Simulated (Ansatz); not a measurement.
ZnO (NiAs type, P6_3/mmc), a = b = 2.977 Å, c = 5.126 Å, α = β = 90.00°, γ = 120.00°.

Relaxed with r²SCAN.

Q: Which orbitals make up the states near the band edges in r²SCAN (plane waves, PAW; program Ansatz)?

A: Top 1 eV of the valence band: O 2p 81 %, Zn 3d 17 %. Bottom 1 eV of the conduction band: Zn 4s 57 %, O 2s 28 %, O 2p 14 %. Projections are on Löwdin-orthogonalised atomic valence shells; empty p or d shells of many metals are not among them.

Q: Tabulate the density of states.

A: States/eV per cell of 4 atoms, in 0.25 eV bins, energy from the valence-band maximum.

| E (eV) | total | Zn 3d | O 2p | Zn 4s |
|---|---|---|---|---|
| -7.55 | 0.00 | 0.00 | 0.00 | 0.00 |
| -7.30 | 0.41 | 0.16 | 0.18 | 0.07 |
| -7.05 | 1.24 | 0.53 | 0.52 | 0.18 |
| -6.80 | 2.36 | 1.06 | 0.96 | 0.30 |
| -6.55 | 4.22 | 2.02 | 1.71 | 0.45 |
| -6.30 | 5.39 | 3.16 | 1.88 | 0.28 |
| -6.05 | 5.32 | 4.02 | 1.17 | 0.09 |
| -5.80 | 10.82 | 8.89 | 1.80 | 0.05 |
| -5.55 | 8.81 | 7.33 | 1.36 | 0.06 |
| -5.30 | 6.66 | 5.46 | 1.08 | 0.04 |
| -5.05 | 9.71 | 8.91 | 0.70 | 0.03 |
| -4.80 | 15.90 | 15.41 | 0.41 | 0.02 |
| -4.55 | 8.79 | 8.56 | 0.12 | 0.01 |
| -4.30 | 0.56 | 0.50 | 0.05 | 0.00 |
| -4.05 | 2.71 | 1.52 | 0.96 | 0.18 |
| -3.80 | 5.94 | 3.02 | 2.32 | 0.44 |
| -3.55 | 4.22 | 2.19 | 1.52 | 0.36 |
| -3.30 | 2.62 | 0.94 | 1.31 | 0.21 |
| -3.05 | 2.69 | 0.77 | 1.62 | 0.15 |
| -2.80 | 1.83 | 0.43 | 1.22 | 0.07 |
| -2.55 | 1.58 | 0.32 | 1.14 | 0.04 |
| -2.30 | 1.98 | 0.36 | 1.50 | 0.03 |
| -2.05 | 2.50 | 0.45 | 1.93 | 0.02 |
| -1.80 | 2.55 | 0.40 | 2.04 | 0.02 |
| -1.55 | 2.29 | 0.31 | 1.90 | 0.02 |
| -1.30 | 2.57 | 0.38 | 2.10 | 0.02 |
| -1.05 | 3.95 | 0.62 | 3.22 | 0.03 |
| -0.80 | 3.47 | 0.59 | 2.78 | 0.04 |
| -0.55 | 4.06 | 0.69 | 3.30 | 0.02 |
| -0.30 | 2.36 | 0.38 | 1.94 | 0.01 |
| -0.05 | 0.51 | 0.08 | 0.42 | 0.00 |
| 0.20 | 0.00 | 0.00 | 0.00 | 0.00 |
| 0.45 | 0.00 | 0.00 | 0.00 | 0.00 |
| 0.70 | 0.00 | 0.00 | 0.00 | 0.00 |
| 0.95 | 0.00 | 0.00 | 0.00 | 0.00 |
| 1.20 | 0.00 | 0.00 | 0.00 | 0.00 |
| 1.45 | 0.00 | 0.00 | 0.00 | 0.00 |
| 1.70 | 0.01 | 0.00 | 0.00 | 0.01 |
| 1.95 | 0.03 | 0.00 | 0.00 | 0.02 |
| 2.20 | 0.04 | 0.00 | 0.01 | 0.02 |
| 2.45 | 0.05 | 0.00 | 0.01 | 0.03 |
| 2.70 | 0.06 | 0.00 | 0.01 | 0.03 |
| 2.95 | 0.08 | 0.00 | 0.02 | 0.04 |
| 3.20 | 0.10 | 0.00 | 0.02 | 0.05 |
| 3.45 | 0.12 | 0.00 | 0.03 | 0.06 |
| 3.70 | 0.14 | 0.00 | 0.04 | 0.07 |
| 3.95 | 0.16 | 0.00 | 0.05 | 0.09 |
| 4.20 | 0.20 | 0.00 | 0.05 | 0.11 |
| 4.45 | 0.23 | 0.00 | 0.06 | 0.13 |
| 4.70 | 0.27 | 0.00 | 0.08 | 0.15 |
| 4.95 | 0.33 | 0.00 | 0.09 | 0.18 |
| 5.20 | 0.40 | 0.00 | 0.11 | 0.23 |
| 5.45 | 0.51 | 0.00 | 0.13 | 0.29 |
| 5.70 | 1.03 | 0.00 | 0.19 | 0.59 |
| 5.95 | 1.19 | 0.00 | 0.21 | 0.68 |
| 6.20 | 1.24 | 0.00 | 0.21 | 0.70 |

The start of the workflow was typed in or built on a structure type; the Crystallography Open Database copy checked does not list it. It is not the phase usual at ambient conditions (space group No. 186). The r²SCAN relaxation kept the symmetry of its start; whether a distortion lowers the energy is not shown.

Potentials: the earlier of the program's two PAW sets.
